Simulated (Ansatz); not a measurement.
Single points with r2SCAN in Ansatz 0.2.0, PAW, spin-restricted, at the geometries given.

**Question.** Rank them by the largest positive Bader charge, smallest first.
A.
BaTiO3 (500 eV, 6×6×6 mesh on the cell that ran, as a rule the primitive one, fermi-dirac 0.1 eV)
```cif
data_structure
_symmetry_space_group_name_H-M 'Pm-3m'
_symmetry_Int_Tables_number 221
_cell_length_a 4.0720
_cell_length_b 4.0720
_cell_length_c 4.0720
_cell_angle_alpha 90.000
_cell_angle_beta 90.000
_cell_angle_gamma 90.000
_cell_volume 67.52
loop_
_atom_site_label
_atom_site_type_symbol
_atom_site_symmetry_multiplicity
_atom_site_Wyckoff_symbol
_atom_site_fract_x
_atom_site_fract_y
_atom_site_fract_z
_atom_site_occupancy
Ba1 Ba 1 a 0.00000 0.00000 0.00000 1
O1 O 3 c 0.50000 0.50000 0.00000 1
Ti1 Ti 1 b 0.50000 0.50000 0.50000 1
```
B.
AgW (500 eV, 5×5×5 mesh on the cell that ran, as a rule the primitive one, fermi-dirac 0.1 eV)
```cif
data_structure
_symmetry_space_group_name_H-M 'Cmce'
_symmetry_Int_Tables_number 64
_cell_length_a 8.0206
_cell_length_b 11.0743
_cell_length_c 7.6561
_cell_angle_alpha 90.000
_cell_angle_beta 90.000
_cell_angle_gamma 90.000
_cell_volume 680.03
loop_
_atom_site_label
_atom_site_type_symbol
_atom_site_symmetry_multiplicity
_atom_site_Wyckoff_symbol
_atom_site_fract_x
_atom_site_fract_y
_atom_site_fract_z
_atom_site_occupancy
Ag1 Ag 8 f 0.50000 0.37500 0.87500 1
W1 W 8 e 0.75000 0.12500 0.75000 1
```
C.
Pb2Au (500 eV, 10×10×10 mesh on the cell that ran, as a rule the primitive one, fermi-dirac 0.1 eV)
```cif
data_structure
_symmetry_space_group_name_H-M 'I4/mmm'
_symmetry_Int_Tables_number 139
_cell_length_a 3.4442
_cell_length_b 3.4442
_cell_length_c 13.3006
_cell_angle_alpha 90.000
_cell_angle_beta 90.000
_cell_angle_gamma 90.000
_cell_volume 157.78
loop_
_atom_site_label
_atom_site_type_symbol
_atom_site_symmetry_multiplicity
_atom_site_Wyckoff_symbol
_atom_site_fract_x
_atom_site_fract_y
_atom_site_fract_z
_atom_site_occupancy
Au1 Au 2 a 0.00000 0.00000 0.00000 1
Pb1 Pb 4 e 0.50000 0.50000 0.86300 1
```

**Answer.** B (+0.12 e), C (+0.33 e), A (+2.32 e).

Origins: AgW, a known structure type with other elements, at an estimated volume; BaTiO3, a database entry at a rescaled volume; Pb2Au, a known structure type with other elements, at an estimated volume. Caveats for one or more cells: many states at the Fermi level without spin polarisation, so a magnetic state may lie lower.
